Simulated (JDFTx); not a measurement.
Si(110) slab cut from bulk Si (space group Fd-3m, indices of the conventional cell, lattice of the Materials Project entry mp-149, not re-optimised): 8 atoms in 4 planes, a 1x1 cell of 20.95 Å² (|a| = 3.849, |b| = 5.444 Å), 5.8 Å between the outermost planes, cell height 21.8 Å, 6×4×1 k mesh, Fermi smearing 0.003 Ha, no spin polarisation. Neither spin polarisation nor a larger cell was tried.

Computed with a modified build of JDFTx: PBE, GBRV ultrasoft potentials, plane waves to 20/100 Ha. Vacuum. The outer atoms relax from bulk positions, keeping the cell's symmetry; the lattice is not PBE's own optimum in this code, and that strain can shift the moves by a few hundredths of an ångström. Input:

```
lattice \
  7.2740796480 0.0000000000 0.0000000000 \
  0.0000000000 10.2871021046 0.0000000000 \
  0.0000000000 0.0000000000 41.1960295168
coords-type Lattice
ion Si 0.0000000000 0.2500000000 -0.1324292610 1
ion Si 0.5000000000 0.0000000000 -0.1324292610 1
ion Si 0.5000000000 0.7500000000 -0.0441430870 1
ion Si 0.0000000000 0.5000000000 -0.0441430870 1
ion Si 0.0000000000 0.2500000000 0.0441430870 1
ion Si 0.5000000000 0.0000000000 0.0441430870 1
ion Si 0.5000000000 0.7500000000 0.1324292610 1
ion Si 0.0000000000 0.5000000000 0.1324292610 1
ion-species pseudo/si_pbe_v1.upf
elec-cutoff 20 100
elec-ex-corr gga-PBE
coulomb-interaction Slab 001
coulomb-truncation-embed 0 0 0
kpoint-folding 6 4 1
elec-smearing Fermi 0.003
lcao-params 10
elec-n-bands 22
converge-empty-states yes
electronic-scf nIterations 100 energyDiffThreshold 1e-07
ionic-minimize nIterations 10 energyDiffThreshold 1e-5 knormThreshold 4e-4
dump-name vac.$VAR
dump End State Ecomponents EigStats BandEigs Forces ElecDensity IonicPositions Fillings Kpoints Dtot
```

**Question.** How far do the free atoms of the upper face move along the normal, and how much energy is released?

**Answer.** Si (atom 7) -0.10 Å, Si (atom 8) -0.10 Å, Si (atom 5) 0.01 Å, Si (atom 6) 0.01 Å (positive: outward). The free energy falls by 0.078 eV per cell, 30 mJ/m².
